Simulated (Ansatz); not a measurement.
YAl3:
```xyz
4
Lattice="4.2428 0.0000 0.0000 0.0000 4.2428 0.0000 0.0000 0.0000 4.2428" Properties=species:S:1:pos:R:3 pbc="T T T"
Y      0.0000     0.0000     0.0000
Al     0.0000     2.1214     2.1214
Al     2.1214     0.0000     2.1214
Al     2.1214     2.1214     0.0000
```

Relaxed with r²SCAN.

Question: Give the Bader charges and basin volumes of the independent atoms, the program Ansatz at the r²SCAN level (PAW).

Answer: 

```
atom  Bader charge (e)  Bader volume (Å³)
----  ----------------  -----------------
Y1               +1.26               15.6
Al2              -0.42               20.3
```

Space group Pm-3m (Cu3Au type). The first step of the workflow began from a Materials Project structure, measured or hypothetical; the Crystallography Open Database copy checked does not list it. Whether it is the stable phase at ambient conditions was not checked. Symmetry was held in the r²SCAN relaxation; its stability against distortions is not shown here. No spin polarisation was allowed.

Potentials: the later of the program's two PAW sets.
